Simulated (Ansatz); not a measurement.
YIn3 (Cu3Au type, Pm-3m), a = 4.6157 Å, b = 4.6157 Å, c = 4.6157 Å, α = 90.00°, β = 90.00°, γ = 90.00°.

Relaxed with r²SCAN.

Which orbitals make up the states near the Fermi level in DFT-r²SCAN in the program Ansatz with PAW potentials?

Within 0.5 eV of the Fermi level: In 5p 45 %, Y 4d 33 %, In 5s 18 %. Projections are on Löwdin-orthogonalised atomic valence shells; empty p or d shells of many metals are not among them.

Tabulate the density of states.

States/eV per cell of 4 atoms, in 0.25 eV bins, energy from the Fermi level.

```tsv
E (eV)	total	In 5p	Y 4d	In 5s
-7.85	0.91	0.36	0.04	0.45
-7.60	0.81	0.33	0.05	0.38
-7.35	0.72	0.30	0.06	0.33
-7.10	0.80	0.34	0.08	0.33
-6.85	0.84	0.36	0.08	0.34
-6.60	0.81	0.35	0.07	0.33
-6.35	0.90	0.39	0.07	0.37
-6.10	1.08	0.45	0.08	0.47
-5.85	1.49	0.59	0.11	0.70
-5.60	1.60	0.59	0.16	0.79
-5.35	1.59	0.51	0.22	0.79
-5.10	1.49	0.46	0.25	0.73
-4.85	1.31	0.43	0.23	0.61
-4.60	1.11	0.38	0.19	0.50
-4.35	0.97	0.34	0.17	0.43
-4.10	0.83	0.29	0.16	0.36
-3.85	0.79	0.30	0.15	0.31
-3.60	0.84	0.37	0.16	0.28
-3.35	1.07	0.57	0.19	0.27
-3.10	1.51	0.91	0.24	0.27
-2.85	1.37	0.85	0.23	0.21
-2.60	1.55	1.05	0.24	0.18
-2.35	1.77	1.24	0.30	0.16
-2.10	2.01	1.39	0.40	0.14
-1.85	2.56	1.75	0.60	0.14
-1.60	2.65	1.67	0.79	0.13
-1.35	2.54	1.40	0.93	0.15
-1.10	2.12	1.09	0.84	0.13
-0.85	1.51	0.76	0.61	0.10
-0.60	1.31	0.62	0.53	0.12
-0.35	1.52	0.69	0.59	0.20
-0.10	2.19	0.96	0.69	0.45
0.15	1.21	0.56	0.34	0.26
0.40	1.33	0.60	0.44	0.25
0.65	2.10	0.97	0.63	0.42
0.90	1.98	0.92	0.55	0.43
1.15	1.96	0.89	0.69	0.29
1.40	1.30	0.55	0.53	0.14
1.65	2.36	0.89	0.99	0.31
1.90	1.99	0.67	0.91	0.27
2.15	2.80	0.83	1.41	0.37
2.40	4.00	0.96	2.32	0.39
2.65	4.61	0.95	2.73	0.38
2.90	3.42	0.79	2.00	0.42
3.15	3.71	0.85	2.03	0.52
3.40	3.88	0.94	1.94	0.60
3.65	2.64	0.58	1.21	0.53
3.90	2.59	0.76	1.00	0.51
```

The workflow started from a Materials Project entry (that database holds measured and hypothetical structures alike); the Crystallography Open Database files this formula in space group No. 221, but the cells were not matched. Its standing as an ambient phase is unchecked. The cell was relaxed with r²SCAN under the symmetry of its start; whether a distortion lowers the energy is not shown. No spin polarisation was allowed. Spin–orbit coupling is left out wherever it is not named.

Potentials: the later of the program's two PAW sets.
